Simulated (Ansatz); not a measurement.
Here is the system:

HfO2 (tetragonal-ZrO2 type, space group P4_2/nmc)

```xyz
6
Lattice="3.5675 0.0000 0.0000 0.0000 3.5675 0.0000 0.0000 0.0000 5.1667" Properties=species:S:1:pos:R:3 pbc="T T T"
Hf     0.0000     0.0000     0.0000
Hf     1.7838     1.7838     2.5833
O      0.0000     1.7838     1.0339
O      0.0000     1.7838     3.6172
O      1.7838     0.0000     1.5495
O      1.7838     0.0000     4.1328
```

In this cell atom 5 (O, nearest neighbour Hf at 2.062 Å; its periodic images, 3.6 Å or more away, move with it) is moved by s along Cartesian x, unit vector (1.000, 0.000, 0.000); all other atoms and the cell stay fixed.

The numbers are results of PBEsol (plane waves to 420 eV, PAW, scalar-relativistic; Ansatz, a quantum-chemistry and plane-wave program), not measurements. k mesh 8×8×5 (Γ-centred), Fermi-Dirac smearing 0.05 eV. E stands for the smeared free energy. HfO2 is run without spin polarisation. HfO2 was relaxed with its symmetry unable to fall. Spin-orbit coupling is left out, though Hf is heavy. The PAW data are Ansatz's earlier set. This is a high-temperature form of HfO2. ΔE is measured from the undisplaced structure.

The scan covers s from -0.210 to 0.210 Å in 11 points.

Task: Is the energy the same for equal positive and negative displacements?

Result: Even: the same for both signs. With its periodic images moving along, the atom's site symmetry in this cell is mm2.

Task: What is the force constant k = d²E/ds² of this move at s = 0?

Result: 5.91 eV/Å².

(For displaced atoms, the force is minus the slope of the energy, and its curvature is a force constant, which sets phonon frequencies.)
